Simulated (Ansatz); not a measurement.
# Co under compression and expansion

```cif
data_structure
_symmetry_space_group_name_H-M 'P 1'
_symmetry_Int_Tables_number 1
_cell_length_a 2.4954
_cell_length_b 2.4954
_cell_length_c 4.0318
_cell_angle_alpha 90.000
_cell_angle_beta 90.000
_cell_angle_gamma 120.000
_cell_volume 21.74
loop_
_atom_site_label
_atom_site_type_symbol
_atom_site_fract_x
_atom_site_fract_y
_atom_site_fract_z
_atom_site_occupancy
Co1 Co 0.33333 0.66667 0.25000 1
Co2 Co 0.66667 0.33333 0.75000 1
```

The runs use the primitive cell with vectors (2.495, 0.000, 0.000), (-1.248, 2.161, 0.000), (0.000, 0.000, 4.032) Å, to which the k mesh refers.

The cell was built from the hcp type and relaxed in the same program, and has space group P6_3/mmc; it needn't be a known or the stable phase.

Levels of theory: DFT, PBE, all-electron LAPW, scalar-relativistic (Ansatz 0.2.0); DFT, PBE, PAW with Ansatz's default frozen-core files, scalar-relativistic (Ansatz 0.2.0).

For LAPW: a Γ-centred 17×17×9 k mesh, Fermi–Dirac smearing of 0.05 eV, basis error target 0.25 meV/atom, spin-polarised from start moments Co1 2, Co2 2 μB. PAW takes a cutoff of 420 eV at this cell. The Ansatz runs share mesh, smearing and spin set-up. Plane-wave (PAW) pressures include the program's estimate of the Pulay term.

The cell above is scaled evenly, with fractional coordinates and shape held.

```tsv
V/V(cell)	V (Å³/atom)	P, LAPW (GPa)	P, PAW (GPa)	moment, LAPW (μB)	free energy over the lowest listed, PAW (meV/atom)
0.9405	10.224	?	?	?	?
0.9700	10.545	6.80	6.91	3.20	6.8
1.0000	10.871	-0.12	-0.02	3.25	0.0
1.0300	11.197	-6.01	-5.93	3.29	6.2
1.0600	11.523	-11.05	-10.98	3.31	23.6
```

Problem. Fill in the row V/V(cell) = 0.9405.

Solution. P, LAPW (GPa) = 14.86, P, PAW (GPa) = 14.99, moment, LAPW (μB) = 3.15, free energy over the lowest listed, PAW (meV/atom) = 28.5.

Problem. What do Birch–Murnaghan fits to the pressures give?

Solution. LAPW: V0 = 10.86 Å³/atom, B0 = 214 GPa, B0′ = 4.4; PAW: V0 = 10.87 Å³/atom, B0 = 214 GPa, B0′ = 4.4.

PAW's V0 lies 0.05 % from the all-electron value and its B0 0.0 %. With shape and internal coordinates held, B0 is an upper bound to the relaxed modulus.
